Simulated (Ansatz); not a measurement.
Theory: Ansatz 0.2.0, DFT PBE, scalar-relativistic, plane waves, PAW. Settings: cutoff 420 eV, Γ-centred meshes spaced at most about 0.3 Å⁻¹, and about 0.25 Å⁻¹ or finer for metals (2π included), Gaussian smearing. Collinear spin in cells that started with moments and kept them past the coarse steps, no spin elsewhere.

Temperature and zero-point effects are left out.

Two relaxed structures of Cu₃Mo:

A. (site moments Cu 0.2 (×3); Mo 0.9 μB) Space group Pm-3m (No. 221), cubic, a = 3.764 Å. Cu is surrounded by 4 Mo at 2.66 Å and 8 Cu at 2.66 Å; around Mo lie 12 Cu at 2.66 Å.

B. (no spin) Space group P-6m2 (No. 187), hexagonal, a = 2.652 Å, c = 8.670 Å. Cu on a site of symmetry -6m2 is surrounded by 12 Cu at 2.57–2.65 Å; Cu on a site of symmetry 3m has 9 Cu at 2.57–2.65 Å and 3 Mo at 2.73 Å; Mo has 6 Mo at 2.65 Å and 6 Cu at 2.73 Å.

Problem. Which form is favoured at zero pressure, and by what margin per atom?

Solution. B is lower, by 280 meV/atom. A has the Cu3Au (L1_2) type, space group Pm-3m (No. 221), 13.3 Å³/atom and no gap on its mesh; B has Cu and Mo ordered on hcp sites, space group P-6m2 (No. 187), 13.2 Å³/atom and no gap. Their magnetic states differ too. Even the lower one lies +0.20 eV/atom against the reference forms of the elements (uncorrected), so neither is stable at this level. Both come from invented guesses.

The magnetic state reached may not be the lowest. Cells relaxed within their symmetry can be saddle points. Some types were kept out of the candidates beforehand, so the set may lack a known form.
